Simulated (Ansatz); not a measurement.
Hf3Te2:
Space group I4/mmm (No. 139); a = 3.6895 Å, b = 3.6895 Å, c = 18.4818 Å, α = 90.00°, β = 90.00°, γ = 90.00°

| atom | site | symmetry | x | y | z |
|---|---|---|---|---|---|
| Hf | 4e | 4mm | 0.0000 | 0.0000 | 0.0926 |
| Hf | 2b | 4/mmm | 0.0000 | 0.0000 | 0.5000 |
| Te | 4e | 4mm | 0.0000 | 0.0000 | 0.3362 |
(The calculation used a cell of 5 atoms; values per cell refer to that cell.)

Relaxed with r²SCAN+D4.

### Question
Which orbitals make up the states near the Fermi level in r²SCAN+D4 (plane waves, PAW; program Ansatz)?

### Answer
Within 0.5 eV of the Fermi level: Hf 5d 87 %, Te 5p 8 %. Projections are on Löwdin-orthogonalised atomic valence shells; empty p or d shells of many metals are not among them.

### Question
Tabulate the density of states.

### Answer
States/eV per cell of 5 atoms, in 0.25 eV bins, energy from the Fermi level.

```
E (eV)  total  Hf 5d  Te 5p  Hf 6s
------  -----  -----  -----  -----
-7.85    0.00   0.00   0.00   0.00
-7.60    0.00   0.00   0.00   0.00
-7.35    0.00   0.00   0.00   0.00
-7.10    0.00   0.00   0.00   0.00
-6.85    0.00   0.00   0.00   0.00
-6.60    0.03   0.00   0.01   0.01
-6.35    0.89   0.13   0.51   0.21
-6.10    1.85   0.28   1.07   0.41
-5.85    2.24   0.34   1.25   0.51
-5.60    2.71   0.43   1.45   0.64
-5.35    2.91   0.53   1.82   0.42
-5.10    2.66   0.52   1.75   0.28
-4.85    2.35   0.49   1.44   0.29
-4.60    4.11   0.98   2.57   0.37
-4.35    3.41   0.97   1.90   0.37
-4.10    1.95   0.53   1.11   0.20
-3.85    2.77   0.68   1.66   0.23
-3.60    2.52   0.66   1.55   0.19
-3.35    2.77   0.75   1.73   0.17
-3.10    4.18   1.06   2.75   0.15
-2.85    3.61   1.04   2.26   0.14
-2.60    3.47   1.45   1.77   0.15
-2.35    3.22   1.58   1.32   0.23
-2.10    5.88   2.78   2.41   0.50
-1.85    2.27   1.07   0.88   0.24
-1.60    1.53   0.89   0.57   0.04
-1.35    2.45   1.80   0.29   0.22
-1.10    5.12   3.48   0.77   0.51
-0.85    3.40   2.76   0.33   0.14
-0.60    5.59   4.85   0.32   0.08
-0.35    3.87   3.41   0.30   0.03
-0.10    2.42   2.13   0.17   0.03
0.15     1.81   1.57   0.13   0.03
0.40     2.00   1.68   0.18   0.03
0.65     1.96   1.61   0.21   0.03
0.90     2.78   2.33   0.27   0.04
1.15     2.88   2.29   0.26   0.11
1.40     5.17   3.88   0.31   0.42
1.65     4.88   3.76   0.32   0.33
1.90     3.04   2.34   0.27   0.13
2.15     2.80   2.12   0.35   0.08
2.40     3.69   2.69   0.50   0.15
2.65     4.01   2.99   0.55   0.12
2.90     3.98   3.00   0.55   0.09
3.15     4.74   3.37   0.63   0.27
3.40     5.62   3.99   0.80   0.31
3.65     9.12   6.44   0.97   0.76
```

The first step of the workflow began from a Materials Project structure, measured or hypothetical; the Crystallography Open Database copy checked does not list it. Whether it is the stable phase at ambient conditions was not checked. The cell was relaxed with r²SCAN+D4 under the symmetry of its start; whether a distortion lowers the energy is not shown. The run is not spin-polarised. Scalar-relativistic: spin–orbit coupling is off unless named, which matters more the heavier the elements.

Potentials: the later of the program's two PAW sets.
